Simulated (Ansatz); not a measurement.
Relaxed-ion elastic tensor of LaAs (rock salt, space group No. 225) in GPa (Voigt order), DFT-PBEsol in the program Ansatz with PAW potentials; density 6.23 g/cm³, 28.52 Å³ per atom.

```tsv
	1	2	3	4	5	6
1	168	22.5	22.5	0.0	0.0	0.0
2	22.5	168	22.5	0.0	0.0	0.0
3	22.5	22.5	168	0.0	0.0	0.0
4	0.0	0.0	0.0	28.3	0.0	0.0
5	0.0	0.0	0.0	0.0	28.3	0.0
6	0.0	0.0	0.0	0.0	0.0	28.3
```

Problem. Is the crystal mechanically stable?

Solution. Yes: the smallest eigenvalue of C is 28.3 GPa.

Problem. Work out the Voigt, Reuss and Hill averages.

Solution. K_V = 70.9, K_R = 70.9, K_H = 70.9; G_V = 46.0, G_R = 37.4, G_H = 41.7 GPa.

Problem. Give Young's modulus, Poisson's ratio, Pugh's ratio and the universal anisotropy index.

Solution. E = 9KG/(3K + G) = 105 GPa; ν = 0.25; K/G = 1.70 (near the Pugh limit of 1.75, no verdict); A_U = 5G_V/G_R + K_V/K_R − 6 = 1.15.

Problem. Estimate the sound speeds and the Debye temperature.

Solution. v_l = √((K + 4G/3)/ρ) = 4510 m/s, v_t = √(G/ρ) = 2590 m/s, mean 2870 m/s; Θ = (h/k)(3n/4πV)^(1/3) v_m = 280 K.

Problem. Give the Zener ratio and Young's modulus along [100], [110] and [111].

Solution. A = 2C44/(C11 − C12) = 0.39; 1/E = S11 − 2(S11 − S12 − S44/2)Γ with Γ = 0, 1/4, 1/3 gives 162, 86.5, 74.8 GPa.

Problem. Solve the Christoffel equation for the three sound speeds along [100], [110], [111].

Solution. Eigenvalues of C_ijkl n_j n_l equal ρv². In km/s, slowest first: [100] 2.13, 2.13, 5.19; [110] 2.13, 3.41, 4.45; [111] 3.05, 3.05, 4.18.

Space group Fm-3m (rock salt). The workflow started from a Materials Project entry (that database holds measured and hypothetical structures alike); the Crystallography Open Database files this formula in space group No. 225, but the cells were not matched. Its standing as an ambient phase is unchecked. The cell was relaxed with PBEsol under the symmetry of its start; of distortions, only those at the zone centre were tested. As this level gives no gap, shear constants depend on the k-mesh and smearing (Fermi–Dirac, 0.1 eV here). Scalar-relativistic: spin–orbit coupling is off unless named, which matters more the heavier the elements.

Potentials: the later of the program's two PAW sets.
